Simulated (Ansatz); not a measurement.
Re:
```
CELL_PARAMETERS angstrom
      0.00000     2.79715     2.79715
      2.79715     0.00000     2.79715
      2.79715     2.79715     0.00000
ATOMIC_POSITIONS crystal
  Re 0.00000 0.00000 0.00000
  Re 0.25000 0.25000 0.25000
```

Relaxed with PBEsol. Special points in fractions of this cell's reciprocal vectors: Γ (0.000, 0.000, 0.000); X (0.500, 0.000, 0.500); U (0.625, 0.250, 0.625); K (0.375, 0.375, 0.750); L (0.500, 0.500, 0.500); W (0.500, 0.250, 0.750).

Problem. List the band energies nearest the Fermi level at these points for PBEsol with spin–orbit coupling in the plane-wave PAW code Ansatz.

Solution. In eV from the Fermi level; about four levels below and three above (degenerate sets whole), none deeper than 8.9 eV; points with the same levels are listed once.

| k | below | above |
|---|---|---|
| Γ | -2.28 -2.28 -2.28 -2.28 -2.26 -2.26 | 0.56 0.56 0.79 0.79 0.79 0.79 |
| X | -1.91 -1.91 -1.91 -1.91 | 0.04 0.04 0.04 0.04 |
| U | -0.44 -0.44 -0.01 -0.01 | 2.57 2.57 3.62 3.62 |
| L | -2.48 -2.48 -0.92 -0.92 | 1.79 1.79 1.83 1.83 |
| W | -0.70 -0.70 -0.69 -0.69 | 3.77 3.77 4.04 4.04 |

Space group Fd-3m (diamond). The start of the workflow was typed in or built on a structure type; neither database checked (COD, Materials Project) lists it. It is not the phase usual at ambient conditions (space group No. 194). The PBEsol relaxation kept the symmetry of its start. At this level the phase is mechanically unstable. The run is not spin-polarised.

Potentials: the later of the program's two PAW sets.
